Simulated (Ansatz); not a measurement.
# Two states of HfVF$_{6}$

```
F V Hf
1.0
     0.00000    4.06347    4.06347
     4.06347    0.00000    4.06347
     4.06347    4.06347    0.00000
F V Hf
6 1 1
Direct
  0.24491 0.24491 0.75509
  0.75509 0.75509 0.24491
  0.75509 0.24491 0.24491
  0.24491 0.75509 0.75509
  0.24491 0.75509 0.24491
  0.75509 0.24491 0.75509
  0.50000 0.50000 0.50000
  0.00000 0.00000 0.00000
```

Single point in Ansatz 0.2.0 with r2SCAN, with U_eff = 5.8 eV on V d (all-electron-ortho-atomic projectors). Cutoff 500 eV, PAW datasets, 5×5×5 Γ-centred k mesh, methfessel-paxton filling (width 0.0591 eV).

State A: V7 up (collinear spin). State B: no moments (no spin polarisation).

Problem. Which state is lower, and how do they differ?

Solution. State A is lower by 562.2 meV an atom at zero smearing.

| state | free energy (meV/atom) | largest moment in a small sphere (μB) | net moment (μB/cell) | gap on mesh (eV) | pressure (GPa) | largest force (eV/Å) |
| --- | --- | --- | --- | --- | --- | --- |
| A | 0.0 | 2.30 | 3.00 | 5.38 | 2.5 | 0.13 |
| B | 562.1 | 0.00 | 0.00 | metal | 1.9 | 0.24 |

Origin: a database entry at a rescaled volume. Caveats: the state breaks the symmetry of the cell; odd electron count without spin polarisation, so a magnetic state may lie lower; the Fermi level lies in a narrow band between gaps, which spin or distortion may split.
